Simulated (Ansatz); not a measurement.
MgO:
```
CELL_PARAMETERS angstrom
      0.00000     2.10376     2.10376
      2.10376     0.00000     2.10376
      2.10376     2.10376     0.00000
ATOMIC_POSITIONS crystal
  Mg 0.00000 0.00000 0.00000
  O  0.50000 0.50000 0.50000
```

Cartesian axes are those of the cell as given.

**Question.** Give the high-frequency dielectric tensor and the Born effective charge tensors of the independent atoms from DFPT, DFT-r²SCAN in the program Ansatz with PAW potentials.

**Answer.** 
ε∞:
```
3.00  0.00  0.00
0.00  3.00  0.00
0.00  0.00  3.00
```
Z* of atom 1 (Mg), rows: field, columns: displacement, in e:
```
1.98  0.00  0.00
0.00  1.98  0.00
0.00  0.00  1.98
```
Z* of atom 2 (O), rows: field, columns: displacement, in e:
```
-1.98   0.00   0.00
 0.00  -1.98   0.00
 0.00   0.00  -1.98
```

Static charges for comparison (Bader): Mg1 +1.74, O2 -1.74 e. Born charges measure polarisation by displacement and can exceed these by far.

Space group Fm-3m (rock salt). Symmetry was held in the r²SCAN relaxation; phonons on a q-mesh show no instability.

Potentials: the earlier of the program's two PAW sets.
